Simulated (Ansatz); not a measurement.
**CdH$_{2}$O$_{2}$ (P3m1), a sublattice moved along a line**

Method: DFT PBEsol, scalar-relativistic, plane waves, PAW (Ansatz). Settings: plane waves to 420 eV, k-mesh 9×9×6 (Γ-centred), Gaussian smearing 0.05 eV. No spin polarisation. Energies are free energies at this smearing, counted from the undisturbed cell; pressure is positive in compression.

Zero of the scan (as given, not relaxed at this level; it stands at -4.3 GPa, and it needn't be the usual structure):

```
Cd H O
1.0
     3.83982    0.00000    0.00000
    -1.91991    3.32538    0.00000
     0.00000    0.00000    4.44139
Cd H O
1 2 2
Direct
  0.33333 0.66667 0.98730
  0.00000 0.00000 0.00808
  0.66667 0.33333 0.43189
  0.00000 0.00000 0.78619
  0.66667 0.33333 0.21189
```

The cell holds layers and no dispersion correction was added, so their binding is poorly described.

Every O atom is moved by x along the Cartesian unit vector (-0.803, -0.464, 0.374); the cell and all other atoms stay fixed.

```json
{"x (Å)": "-0.1000", "ΔE (meV/cell)": "81.2"}
{"x (Å)": "-0.0500", "ΔE (meV/cell)": "18.3"}
{"x (Å)": "0.0000", "ΔE (meV/cell)": "0.0"}
{"x (Å)": "0.0250", "ΔE (meV/cell)": "5.9"}
{"x (Å)": "0.0750", "ΔE (meV/cell)": "43.6"}
```